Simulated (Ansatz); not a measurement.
This cell of Pt (fcc, Cu type) is off equilibrium:

```yaml
crystal:
  lattice:
    - [0.00000, 3.94001, 3.94001]
    - [1.97000, 0.00000, 1.97000]
    - [1.97000, 1.97000, 0.00000]
  atoms:
    - { symbol: Pt, position: [0.98168, 0.01221, 0.01221] }
    - { symbol: Pt, position: [0.51832, 0.98779, 0.98779] }
```

Computed with r2SCAN (plane waves to 500 eV, PAW, scalar-relativistic; Ansatz, a first-principles code). k mesh 10×20×20 (Γ-centred), Fermi-Dirac smearing 0.05 eV. Stress and pressure are positive under compression. With partly filled bands, energies and forces of such displacements shift with the k mesh and the smearing. Pt is run without spin polarisation. Pt was relaxed with its symmetry unable to fall. Spin-orbit coupling is left out, though Pt is heavy. The PAW data are Ansatz's earlier set.

What forces act on the atoms (eV/Å, Cartesian)?


```tsv
atom	Fx	Fy	Fz
Pt1	-1.314	1.314	1.314
Pt2	1.314	-1.314	-1.314
```

Give the stress tensor in GPa and the pressure.


```
    4.6     -0.6     -0.6
   -0.6      4.6      0.6
   -0.6      0.6      4.6
```
The pressure, a third of the trace, is 4.6 GPa.

(For displaced atoms, the force is minus the slope of the energy, and its curvature is a force constant, which sets phonon frequencies.)
